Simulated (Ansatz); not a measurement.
**Two states of SrVO$_{3}$**

```yaml
crystal:
  lattice:
    - [3.82539, 3.82539, 0.00000]
    - [0.00000, 3.82539, 3.82539]
    - [3.82539, 0.00000, 3.82539]
  atoms:
    - { symbol: Sr, position: [0.25000, 0.25000, 0.25000] }
    - { symbol: Sr, position: [0.75000, 0.75000, 0.75000] }
    - { symbol: V, position: [0.00000, 0.00000, 0.00000] }
    - { symbol: V, position: [0.50000, 0.50000, 0.50000] }
    - { symbol: O, position: [0.25000, 0.75000, 0.25000] }
    - { symbol: O, position: [0.75000, 0.25000, 0.75000] }
    - { symbol: O, position: [0.25000, 0.25000, 0.75000] }
    - { symbol: O, position: [0.75000, 0.75000, 0.25000] }
    - { symbol: O, position: [0.25000, 0.75000, 0.75000] }
    - { symbol: O, position: [0.75000, 0.25000, 0.25000] }
```

Level: r2SCAN, with U_eff = 6.14 eV on V d (all-electron-ortho-atomic projectors); 500 eV; 5×5×5 Γ-centred mesh; cold occupations (width 0.1508 eV); Ansatz 0.2.0, fixed geometry.

State A: V3 up, V4 down (collinear spin). State B: V3 up, V4 up (collinear spin).

Which state is lower, and how do they differ?

State B is lower by 1.6 meV an atom at zero smearing.

```
state  free energy (meV/atom)  largest moment in a small sphere (μB)  net moment (μB/cell)  gap on mesh (eV)  pressure (GPa)  largest force (eV/Å)
    A                     1.6                                   0.84                  0.00              2.00             7.5                  0.68
    B                     0.0                                   0.86                  2.00              1.56             7.5                  0.73
```

Origin: a database entry at a rescaled volume. Caveats: the state breaks the symmetry of the cell; wide smearing; an odd or shifted mesh can miss the band edges, so this level's true gap may be smaller.
